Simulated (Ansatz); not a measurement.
The end point of a relaxation of CdS. Calculation: r2SCAN (plane waves to 500 eV, PAW, scalar-relativistic; Ansatz, an electronic-structure program).

```cif
data_CdS
_chemical_formula_sum 'Cd1 S1'
_space_group_name_H-M_alt 'P 1'
_space_group_IT_number 1
_cell_length_a 3.85623
_cell_length_b 3.85623
_cell_length_c 3.85623
_cell_angle_alpha 60.000
_cell_angle_beta 60.000
_cell_angle_gamma 60.000
loop_
_space_group_symop_operation_xyz
  'x, y, z'
loop_
_atom_site_label
_atom_site_type_symbol
_atom_site_fract_x
_atom_site_fract_y
_atom_site_fract_z
_atom_site_occupancy
Cd1 Cd 0.50000 0.50000 0.50000 1
S1 S 0.00000 0.00000 0.00000 1
```

Question: Determine the symmetry and give the standard cell with its independent sites.

Answer: Space group Fm-3m (No. 225); a = b = c = 5.454 Å, α = β = γ = 90.00°

```csv
atom,site,symmetry,x,y,z
Cd,4b,m-3m,0.5000,0.5000,0.5000
S,4a,m-3m,0.0000,0.0000,0.0000
```

This is the rock salt type.

Question: Give the shortest distances between elements (the closest pairs, up to four, under 3.6 Å).

Answer: Cd–S 2.73 Å.

```yaml
volume_per_atom: 20.27 Å³
density: 5.92 g/cm³
band_gap: 0.75 eV, indirect (valence top at k = (0, 0.2, -0.2), conduction bottom at k = (0, -0.5, -0.5)) (no spin-orbit coupling)
smallest_direct_gap: 2.39 eV at Γ
```

No spin polarisation in the result.

The run could not lose the symmetry of its start.

The relaxed structure has the type that CdS is known to take under pressure; here it was relaxed at zero pressure, from a generated start.
